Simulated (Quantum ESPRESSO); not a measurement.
Zn3AlOF7, convergence and cost over cutoff and k mesh

Computed values, not a measurement. The program is pw.x of Quantum ESPRESSO 7.5 (plane-wave density functional theory). The cell is made up: 12 atoms on a rutile lattice, with randomly drawn elements, strain and displacements, not relaxed. PseudoDojo standard norm-conserving files (v0.5 for PBE, v0.4.1 for LDA and PBEsol) set the functional; there is no spin polarisation, spin-orbit coupling or dispersion term, and the masses in the input are unused placeholders.

Input of the run in row 4:

```
&control calculation='scf', pseudo_dir='./dojo.nc.sr.pbe.v0_5.standard.upf', outdir='./o', disk_io='low', tprnfor=.true., tstress=.true. /
&system ibrav=0, nat=12, ntyp=4, nbnd=65, ecutwfc=84.00895049, nosym=.true., tot_charge=0,
 occupations='smearing', smearing='fd', degauss=0.0018374661
/
&electrons conv_thr=7.350e-09, electron_maxstep=60, /
ATOMIC_SPECIES
Al 1.0 Al.upf
F 1.0 F.upf
O 1.0 O.upf
Zn 1.0 Zn.upf
CELL_PARAMETERS angstrom
4.8399 -0.0502 -0.0147
-0.0502 4.7972 0.0086
-0.0196 0.0114 6.4458
ATOMIC_POSITIONS angstrom
Zn 0.0994 -0.0596 -0.0165
Zn 2.3667 2.3043 1.764
Zn -0.0737 0.0361 3.2531
Al 2.3014 2.5127 4.8101
O 1.566 1.4768 0.0267
F 3.3158 3.4 0.0749
F 3.7607 0.9918 1.6157
F 1.1077 3.8001 1.7002
F 1.4145 1.4399 3.178
F 3.2571 3.2399 3.1986
F 3.8938 0.9332 4.8997
F 1.0389 3.8928 4.8659
K_POINTS automatic
5 5 4 1 1 1
```

The same cell was run at these settings. Meshes are shifted by half a step, and differences are from the last row, which is itself not exact.

```
cutoff (eV)     k mesh  k points solved  threshold (eV)  free energy less the last row's (eV)  pressure (GPa)  largest stress difference (GPa)  largest force difference (eV/Å)  iterations  wall time (s)  k-point pools                  processor
        800  2 x 2 x 2                4           1e-04                                 5.570          -59.34                            52.97                            0.070          10             85              1      AMD EPYC, Zen 5 class
       1143  2 x 2 x 2                4           1e-07                                -0.026           -6.62                             0.03                            0.017          12             22              4  Intel Xeon, 2023 or later
        613  5 x 5 x 4               50           1e-07                                77.364         -407.04                           401.71                            0.732          12             55              4  Intel Xeon, 2023 or later
       1143  5 x 5 x 4               50           1e-07                                 0.003           -6.62                             0.01                            0.002          12            146              4  Intel Xeon, 2023 or later
       1437  7 x 7 x 6              147           1e-07                                 0.000           -6.61                             0.00                            0.000          12            528              4  Intel Xeon, 2023 or later
```

Each pool is one process. Wall times include start-up and a band step at six k points, which weighs most on the coarsest meshes. The runs were on shared virtual cores whose load varied, so times are rough.